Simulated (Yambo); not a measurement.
Absorption of LiC (space group Immm, No. 71) under isotropic strain of +2 % on all lattice vectors with and without the electron-hole interaction (Yambo, PBEsol bands; 8×8×8 mesh, 4 valence and 2 conduction bands, static screening with 24 bands and a 4 Ry block, scissor 2.37 eV, Tamm-Dancoff; field along x). Axes are Cartesian, with cell vectors (Å) (-1.82, 2.45, 2.70), (1.82, -2.45, 2.70), (1.82, 2.45, -2.70).

```tsv
E (eV)	Im ε, BSE	Im ε, independent quasiparticles
3.85	0.04	0.02
3.95	0.04	0.02
4.05	0.05	0.02
4.15	0.05	0.02
4.25	0.05	0.02
4.35	0.06	0.03
4.45	0.06	0.03
4.55	0.07	0.03
4.65	0.08	0.03
4.75	0.09	0.03
4.85	0.09	0.03
4.95	0.11	0.04
5.05	0.12	0.04
5.15	0.14	0.04
5.25	0.17	0.05
5.35	0.21	0.05
5.45	0.28	0.05
5.55	0.40	0.06
5.65	0.65	0.07
5.75	0.98	0.08
5.85	1.01	0.09
5.95	0.91	0.11
6.05	0.91	0.14
6.15	0.98	0.21
6.25	1.17	0.29
6.35	1.51	0.35
6.45	1.84	0.37
6.55	2.01	0.38
6.65	2.42	0.39
6.75	3.16	0.44
6.85	3.92	0.55
6.95	4.14	0.64
7.05	3.74	0.74
7.15	3.13	0.79
7.25	2.83	0.71
7.35	2.67	0.69
7.45	2.72	0.78
7.55	3.01	0.92
7.65	3.42	1.09
7.75	4.09	1.28
7.85	4.75	1.49
7.95	4.29	1.79
8.05	3.51	2.14
8.15	3.27	2.35
8.25	3.58	2.50
8.35	3.29	2.53
8.45	2.68	2.61
8.55	2.07	2.69
8.65	1.76	2.67
8.75	1.54	2.79
8.85	1.46	3.06
8.95	1.37	3.32
9.05	1.36	3.54
9.15	1.26	3.84
9.25	1.20	4.14
9.35	1.17	4.37
9.45	1.24	4.38
```

The scissor comes from a G0W0 run whose convergence isn't established. Broadening 0.15 eV. The band window holds all transitions up to 9.5 eV. Fine structure above the onset can come from the mesh.

Geometry strained from the cell relaxed with PBEsol, atoms relaxed again; primitive cell a = 4.0803 Å, b = 4.0803 Å, c = 4.0803 Å, α = 126.93°, β = 106.14°, γ = 96.95°.
